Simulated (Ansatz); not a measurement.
PbIF:
Space group P4/nmm, origin choice 1 (No. 129); a = b = 4.2112 Å, c = 9.0959 Å, α = β = γ = 90.00°

```csv
atom,site,symmetry,x,y,z
Pb,2c,4mm,0.5000,0.0000,0.1584
I,2c,4mm,0.0000,0.5000,0.3309
F,2a,-4m2,0.0000,0.0000,0.0000
```

Relaxed with r²SCAN+D4. 

Task: HSE06 on this cell (Ansatz, a quantum-chemistry and plane-wave program, PAW) gives a gap of 2.74 eV. What does r²SCAN+D4 give?

Result: 2.29 eV.

Cost on shared cores: the r²SCAN+D4 run (SCF on a 7×7×3 mesh, then bands and DOS) roughly 2.5 core-minutes, the HSE06 run (SCF on 4×4×2, then a few points) roughly 110 core-seconds; the tasks are unlike.

The workflow started from a Materials Project entry (that database holds measured and hypothetical structures alike); the Crystallography Open Database files this formula in space group No. 129, but the cells were not matched. Whether it is the stable phase at ambient conditions was not checked. The r²SCAN+D4 relaxation kept the symmetry of its start; whether a distortion lowers the energy is not shown. Scalar-relativistic: spin–orbit coupling is off unless named, which matters more the heavier the elements.

Potentials: the later of the program's two PAW sets.

Ansatz is a plane-wave DFT program.
